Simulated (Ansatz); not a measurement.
SiMo₃ in space group Fm-3m (No. 225; Si on 4a, Mo on 4b, Mo on 8c) at seven volumes, plane-wave PAW r²SCAN (Ansatz code), scaled uniformly. One row is withheld.

```csv
V (Å³/atom),P (GPa)
13.369,29.14
13.810,17.91
14.251,?
14.691,0.00
15.132,-7.04
15.573,-13.06
16.014,-18.21
```

### Question
Fit the shown pressures and predict the withheld one.

### Answer
Third-order Birch–Murnaghan: P = (3/2)B₀(x^(7/2) − x^(5/2))[1 + (3/4)(B′ − 4)(x − 1)] with x = (V₀/V)^(2/3). Least squares on the six rows gives V₀ = 14.692 Å³/atom, B₀ = 253.4 GPa, B′ = 4.20. At V = 14.251, x = 1.0205 and P = 8.23 GPa. The run itself gave 8.25 GPa.

The cell is a constructed one: a structure type filled with these elements; neither database checked (COD, Materials Project) lists it. COD files the formula under space group No. 223. Whether it is the stable phase at ambient conditions was not checked. The cell was relaxed with r²SCAN under the symmetry of its start; its stability against distortions is not shown here. The run is not spin-polarised.

Potentials: the earlier of the program's two PAW sets.
